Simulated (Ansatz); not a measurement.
## Course of a relaxation: Rb₂TeP₂

Recipe of this trial structure of Rb₂TeP₂: random cell by space group and Wyckoff sites (Pmmm, No. 47). Lengths were set from tabulated atomic sizes, so they are only a guess.

```yaml
crystal:
  lattice:
    - [4.00091, 0.00000, 0.00000]
    - [0.00000, 4.37699, 0.00000]
    - [0.00000, 0.00000, 8.71420]
  atoms:
    - { symbol: Rb, position: [0.00000, 0.50000, 0.20393] }
    - { symbol: Rb, position: [0.00000, 0.50000, 0.79607] }
    - { symbol: Te, position: [0.00000, 0.00000, 0.50000] }
    - { symbol: P, position: [0.80733, 0.00000, 0.00000] }
    - { symbol: P, position: [0.19267, 0.00000, 0.00000] }
```

Method: DFT PBE, scalar-relativistic, plane waves, PAW (Ansatz). Cutoff 420 eV, Gaussian smearing, Γ-centred meshes. Cell and atoms relax first on a coarse mesh and then on a finer one. In between, the cell is made exact in the group found at 0.06 Å. In metals the finer mesh still leaves noise of several meV/atom or more. The steps can't lower the symmetry of their start. No spin polarisation.

Steps on the 4×4×2 mesh (5 atoms, 8 steps). The free energy counts from the last step; the plane-wave basis is renewed at times, which shifts energy and pressure.

```tsv
step	ΔF (meV/atom)	V (Å³/atom)	P (GPa)	largest force component (eV/Å)
1	1638.6	30.52	27.74	33.073
2	301.0	34.64	8.26	6.555
3	121.3	37.86	4.03	3.625
4	31.2	41.05	1.21	1.447
5	9.0	44.11	-0.26	0.143
6	8.1	43.25	0.08	0.040
7	7.8	43.40	0.01	0.004
8	0.0	43.40	0.28	0.004
```

The relaxed structure, after a last relaxation on the converged mesh:

```cif
data_structure
_symmetry_space_group_name_H-M 'P 1'
_symmetry_Int_Tables_number 1
_cell_length_a 4.3062
_cell_length_b 5.0348
_cell_length_c 10.1099
_cell_angle_alpha 90.000
_cell_angle_beta 90.000
_cell_angle_gamma 90.000
_cell_volume 219.19
loop_
_atom_site_label
_atom_site_type_symbol
_atom_site_fract_x
_atom_site_fract_y
_atom_site_fract_z
_atom_site_occupancy
Rb1 Rb 0.00000 0.50000 0.25095 1
Rb2 Rb 0.00000 0.50000 0.74905 1
Te1 Te 0.00000 0.00000 0.50000 1
P1 P 0.74947 0.00000 0.00000 1
P2 P 0.25053 0.00000 0.00000 1
```

The symmetry stays Pmmm (No. 47). The volume per atom grows by 43.6 %, from 30.5 to 43.8 Å³. The shortest distance goes from 1.54 Å (P–P) to 2.15 Å (P–P). The energy falls by about 1.6 eV/atom (the start's value is from the coarse mesh). Around Rb lie 2 Te at 3.56 Å and 4 P at 3.73 Å; Te has 4 Rb at 3.56 Å; around P lie 2 P at 2.15–2.16 Å and 4 Rb at 3.73 Å.

```yaml
Volume_per_atom: 43.84 Å³
Density: 2.73 g/cm³
Formation_energy: −0.18 eV/atom
Gap_on_the_10×8×4_mesh_of_the_5-atom_cell: 0 eV (a metal)
```

Formation energies are uncorrected and refer to the elements' standard structures at the same level. The references include black phosphorus.

The last run used Gaussian smearing of 0.10 eV. Spin–orbit coupling, which can matter for Te, is left out. The reference forms of P and Te are held partly by dispersion forces, which this level lacks. A structure relaxed within its symmetry needn't be a true minimum. In all, the 3 runs took 7.6 min on 1 thread of Intel(R) Xeon(R) Processor @ 2.50GHz (Skylake/Cascade Lake) (shared host).
